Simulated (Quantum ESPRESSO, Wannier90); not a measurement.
# Tight-binding from DFT: Cu (fcc (Cu type))

```
CELL_PARAMETERS angstrom
      0.00000     1.78872     1.78872
      1.78872     0.00000     1.78872
      1.78872     1.78872     0.00000
ATOMIC_POSITIONS crystal
  Cu 0.00000 0.00000 0.00000
```

Structure: Materials Project mp-30, symmetrised, not relaxed again. This is the element's usual structure. Computed values, not measurements, from LDA: Quantum ESPRESSO (norm-conserving PseudoDojo potentials, cutoff 74 Ry, no spin polarisation, no spin-orbit coupling) on a Γ-centred 12×12×12 mesh, then Wannier90. Density: 20×20×20 mesh, cold smearing 0.01 Ry.

The plane-wave run has 21 bands and 19 electrons a cell. On the energy scale of pw.x, whose zero is arbitrary, the Fermi level lies at 17.63 eV.

Input w.win, without the blocks of cell, atoms and k-points (1728 lines):

```
num_bands = 16
num_wann = 9
exclude_bands = 1-4
num_iter = 800
conv_tol = 1.0e-6
conv_window = 4
dis_num_iter = 1000
dis_conv_tol = 1.0e-6
dis_froz_max = 19.13
write_hr = true
write_u_matrices = true
begin projections
Cu: s;p;d
end projections
mp_grid = 12 12 12
```

**Question.** Check the input against the numbers above: what is wrong, and how is it mended?

**Answer.** wannier90.x stops with:
```
w90_wannier90_readwrite_read: mismatch in w.eig
```
num_bands differs from the number of bands in the files, which is the number computed minus those excluded. Mended as below, all else unchanged, the run goes through (Ω_I = 4.6 Å²) and follows the plane-wave bands to 2.9 meV rms (states up to 1.0 eV relative to the Fermi level).
```
num_bands = 17
```
